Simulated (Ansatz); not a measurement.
Mg₂TeS:
```
CELL_PARAMETERS angstrom
      2.10601     1.21591     6.94657
     -2.10601     1.21591     6.94657
      0.00000    -2.43181     6.94657
ATOMIC_POSITIONS crystal
  Mg 0.99058 0.99058 0.99058
  Mg 0.51043 0.51043 0.51043
  Te 0.12241 0.12241 0.12241
  S  0.62655 0.62655 0.62655
```

This is the LDA-relaxed structure. Tensor components refer to the Cartesian frame of this cell.

All from plane-wave PAW LDA (Ansatz code), unless another level is named. Estimate the band gap.

1.38 eV (direct).

Predict the electron effective mass.

0.20, 0.23, 0.23 mₑ (principal values).

And the hole effective mass, band 1 of 2 at the edge?

1.0 along x, 7.2 along z (mₑ).

What about the valence-band maximum?

at Γ.

What about the weight of the conduction-edge state by species (Voronoi cells)?

Mg 63 %, S 28 %, Te 9 %.

Space group R3m. The first step of the workflow began from a Materials Project structure, measured or hypothetical; the Crystallography Open Database copy checked does not list it. Its standing as an ambient phase is unchecked. The cell was relaxed with LDA under the symmetry of its start; of distortions, only those at the zone centre were tested. Spin–orbit coupling is left out wherever it is not named.

Potentials: the later of the program's two PAW sets.
